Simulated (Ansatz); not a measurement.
A scan (energy against volume; even scaling of the relaxed cell, symmetry kept) gave these values. Method: PBE (plane waves to 420 eV, PAW, scalar-relativistic; Ansatz, a program for electronic structure).

| Item | Result |
|---|---|
| Bulk modulus at fixed cell shape B₀ (third-order Birch-Murnaghan fit) | 115 GPa |
| Pressure derivative B₀′ (fit) | 3.8 |
| Equilibrium volume of the fit | 16.69 Å³/atom |

Task: Of these crystals, all scanned alike, which one is it?
A) SiO₂ (rutile)
B) Ti₃Al (D019 type, space group P6_3/mmc)
C) GaN (wurtzite)
D) CdS (wurtzite)

Result: B, Ti₃Al (D019 type, space group P6_3/mmc). The others have, for the bulk modulus at fixed cell shape: GaN 172 GPa, CdS 53.1 GPa, SiO2 277 GPa

All were relaxed with their symmetry unable to fall. The PAW data are Ansatz's earlier set. Ti3Al is run without spin polarisation. With the shape held, the modulus is that of even scaling; a crystal free to change shape is softer.

(A scan under strain: stresses follow from slopes of the energy per volume, elastic moduli from its curvatures.)
